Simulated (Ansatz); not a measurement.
## Zincblende alloy of ZnSe and BeSe (56 of 64 Zn sites exchanged), 128 atoms

Ansatz, PAW, plane waves. PBEsol relaxation of volume and atoms (shape held) at the single k point (½, ½, ½); single points on the relaxed atoms at the Γ point alone, onto which points of the small cell's zone fold. Arrangement: quasirandom. No spin–orbit coupling unless named.

Relaxed structure:

```cif
data_structure
_symmetry_space_group_name_H-M 'P 1'
_symmetry_Int_Tables_number 1
_cell_length_a 14.6881
_cell_length_b 14.6881
_cell_length_c 14.6881
_cell_angle_alpha 60.000
_cell_angle_beta 60.000
_cell_angle_gamma 60.000
_cell_volume 2240.67
loop_
_atom_site_label
_atom_site_type_symbol
_atom_site_fract_x
_atom_site_fract_y
_atom_site_fract_z
_atom_site_occupancy
Be1 Be 0.00008 0.99988 0.99993 1
Be2 Be 0.49954 0.00062 0.99967 1
Be3 Be 0.00133 0.49878 0.99913 1
Be4 Be 0.00053 0.99900 0.49893 1
Be5 Be 0.25197 0.25000 0.24999 1
Be6 Be 0.49939 0.00007 0.49990 1
Be7 Be 0.74939 0.24760 0.25004 1
Be8 Be 0.00409 0.50030 0.49786 1
Be9 Be 0.25044 0.24927 0.74956 1
Be10 Be 0.49720 0.50024 0.50210 1
Be11 Be 0.75016 0.75227 0.24744 1
Be12 Be 0.74965 0.24512 0.75245 1
Be13 Be 0.25108 0.75049 0.75035 1
Be14 Be 0.99772 0.99992 0.24902 1
Be15 Be 0.25226 0.24965 0.99736 1
Be16 Be 0.49975 0.00013 0.24989 1
Be17 Be 0.75235 0.24416 0.00252 1
Be18 Be 0.00206 0.50220 0.24733 1
Be19 Be 0.24699 0.75216 0.99821 1
Be20 Be 0.00033 0.00209 0.74999 1
Be21 Be 0.24968 0.24953 0.50031 1
Be22 Be 0.74730 0.75101 0.00475 1
Be23 Be 0.49727 0.00285 0.74929 1
Be24 Be 0.74716 0.24757 0.50219 1
Be25 Be 0.00622 0.49400 0.74965 1
Be26 Be 0.25218 0.74986 0.49999 1
Be27 Be 0.49383 0.50011 0.75032 1
Be28 Be 0.74975 0.75548 0.49451 1
Be29 Be 0.00006 0.24897 0.99797 1
Be30 Be 0.25229 0.00038 0.24962 1
Be31 Be 0.49972 0.24748 0.99982 1
Be32 Be 0.74972 0.99988 0.24970 1
Be33 Be 0.99997 0.75019 0.00214 1
Be34 Be 0.00193 0.24743 0.50267 1
Be35 Be 0.24501 0.49755 0.25175 1
Be36 Be 0.49968 0.75564 0.99646 1
Be37 Be 0.24953 0.00089 0.74923 1
Be38 Be 0.49977 0.24697 0.50227 1
Be39 Be 0.75025 0.50212 0.24845 1
Be40 Be 0.74687 0.00471 0.75040 1
Be41 Be 0.99965 0.75021 0.49658 1
Be42 Be 0.25266 0.49706 0.74948 1
Be43 Be 0.49683 0.75277 0.50028 1
Be44 Be 0.24990 0.00210 0.99735 1
Be45 Be 0.74963 0.99971 0.00042 1
Be46 Be 0.24741 0.49962 0.00000 1
Be47 Be 0.24962 0.00039 0.50000 1
Be48 Be 0.50001 0.24435 0.25199 1
Be49 Be 0.75588 0.49730 0.00258 1
Be50 Be 0.74978 0.00266 0.49734 1
Be51 Be 0.99708 0.75030 0.24913 1
Be52 Be 0.00203 0.24715 0.75002 1
Be53 Be 0.24775 0.49694 0.50405 1
Be54 Be 0.50297 0.75327 0.25006 1
Be55 Be 0.49992 0.24987 0.74986 1
Be56 Be 0.49447 0.75526 0.74655 1
Zn1 Zn 0.49843 0.49946 0.00135 1
Zn2 Zn 0.24947 0.75203 0.25079 1
Zn3 Zn 0.74852 0.75259 0.74979 1
Zn4 Zn 0.50294 0.49831 0.25265 1
Zn5 Zn 0.75128 0.49780 0.75211 1
Zn6 Zn 0.99950 0.25071 0.25124 1
Zn7 Zn 0.74961 0.50002 0.49958 1
Zn8 Zn 0.00309 0.75007 0.75006 1
Se1 Se 0.06284 0.06228 0.06223 1
Se2 Se 0.56240 0.06125 0.06281 1
Se3 Se 0.06240 0.56254 0.06117 1
Se4 Se 0.06347 0.06100 0.56259 1
Se5 Se 0.31369 0.31094 0.31298 1
Se6 Se 0.57237 0.57198 0.05348 1
Se7 Se 0.56256 0.06138 0.56350 1
Se8 Se 0.79934 0.31673 0.31681 1
Se9 Se 0.06264 0.56265 0.56366 1
Se10 Se 0.31990 0.81619 0.31600 1
Se11 Se 0.31500 0.31107 0.81130 1
Se12 Se 0.54947 0.56710 0.56664 1
Se13 Se 0.81115 0.81429 0.30974 1
Se14 Se 0.81651 0.29853 0.81713 1
Se15 Se 0.31037 0.81472 0.81163 1
Se16 Se 0.80439 0.82249 0.82193 1
Se17 Se 0.06685 0.05119 0.31449 1
Se18 Se 0.31231 0.31232 0.06270 1
Se19 Se 0.56265 0.05965 0.31391 1
Se20 Se 0.81259 0.31086 0.06392 1
Se21 Se 0.06072 0.56400 0.31263 1
Se22 Se 0.31501 0.81656 0.05157 1
Se23 Se 0.06372 0.06244 0.81279 1
Se24 Se 0.31267 0.31076 0.56381 1
Se25 Se 0.56621 0.56912 0.31800 1
Se26 Se 0.81272 0.81398 0.06281 1
Se27 Se 0.56083 0.06405 0.81256 1
Se28 Se 0.81608 0.29998 0.56692 1
Se29 Se 0.06878 0.55094 0.81475 1
Se30 Se 0.31071 0.81414 0.56413 1
Se31 Se 0.55290 0.57152 0.80254 1
Se32 Se 0.81512 0.81850 0.55095 1
Se33 Se 0.06671 0.31429 0.05168 1
Se34 Se 0.31246 0.06390 0.31278 1
Se35 Se 0.56676 0.29952 0.06656 1
Se36 Se 0.81252 0.06361 0.31131 1
Se37 Se 0.06118 0.81401 0.06362 1
Se38 Se 0.06230 0.31273 0.56398 1
Se39 Se 0.30410 0.55324 0.32060 1
Se40 Se 0.56112 0.81447 0.06375 1
Se41 Se 0.31135 0.06471 0.81133 1
Se42 Se 0.56092 0.31260 0.56371 1
Se43 Se 0.81781 0.56677 0.29993 1
Se44 Se 0.81270 0.06100 0.81434 1
Se45 Se 0.06680 0.81456 0.55083 1
Se46 Se 0.30886 0.56293 0.81399 1
Se47 Se 0.56221 0.81429 0.56088 1
Se48 Se 0.82426 0.55418 0.82101 1
Se49 Se 0.31254 0.06254 0.06238 1
Se50 Se 0.81393 0.05961 0.06405 1
Se51 Se 0.06681 0.31712 0.31743 1
Se52 Se 0.29888 0.56663 0.06725 1
Se53 Se 0.31222 0.06282 0.56253 1
Se54 Se 0.56554 0.29886 0.31677 1
Se55 Se 0.81473 0.56306 0.06281 1
Se56 Se 0.81272 0.06105 0.56275 1
Se57 Se 0.05066 0.81610 0.31317 1
Se58 Se 0.06433 0.30903 0.81162 1
Se59 Se 0.31113 0.56244 0.56226 1
Se60 Se 0.56401 0.81427 0.31327 1
Se61 Se 0.56220 0.31261 0.81276 1
Se62 Se 0.82172 0.57230 0.55390 1
Se63 Se 0.06736 0.81750 0.81759 1
Se64 Se 0.54995 0.81853 0.81300 1
```

(1) What are the mean bond lengths by pair (pairs within 1.2 times the sum of covalent radii, less contacts 15 % beyond the pair's median; cation–cation pairs of compounds aside; long ionic contacts are cut short by that bound)?

(2) What gap lies between the top filled and the lowest empty level in the single points?

Answers

(1) Be–Se 2.230 ± 0.016 Å (standard deviation, 224 bonds); Se–Zn 2.390 ± 0.006 Å (standard deviation, 32 bonds).

(2) HSE06 with spin–orbit coupling 3.30 eV (26 min on NVIDIA GB300).
